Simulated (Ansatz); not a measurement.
# Property card for Ti

Ti:
```
Ti
1.0
   -1.60507     1.60507     1.60507
    1.60507    -1.60507     1.60507
    1.60507     1.60507    -1.60507
Ti
1
Direct
  0.00000   0.00000   0.00000
```

Space group Im-3m (No. 229), bcc (W type); conventional cell a = b = c = 3.210 Å, α = β = γ = 90.00°.

Method: PBEsol in the plane-wave PAW code Ansatz. Geometry: relaxed at this level of theory. Other levels are named where they apply.

**Cell and energy**

Volume per atom: 16.54 Å³
Density: 4.81 g/cm³

**Electronic structure**

- Electronic character = metallic (no gap)
- Density of states at the Fermi level = 2.0 states/eV per atom (mean over ±0.08 eV)

**Mechanics**

Bulk modulus (Birch–Murnaghan fit): 113 GPa
Pressure derivative B′: 3.2
Elastic constants (relaxed ions, GPa): C11 = 98.1, C12 = 121, C44 = 38.3
Mechanical stability: unstable (C has a negative eigenvalue)

The measured cell (COD 9012924; 298 K, pressure taken as ambient) has 17.68 Å³ per atom; the computed volume differs by -6.4 %, which includes thermal expansion and zero-point motion, and at this size may mean another phase or pressure.

This is a known high-temperature phase of the composition, computed here at zero pressure and temperature. Symmetry was held in the PBEsol relaxation. No spin polarisation was allowed. As this level gives no gap, shear constants depend on the k-mesh and smearing (Fermi–Dirac, 0.1 eV here). On the denser mesh and wider smearing of the elastic run this cell carries a stress of 0.4 GPa.

Potentials: the later of the program's two PAW sets.
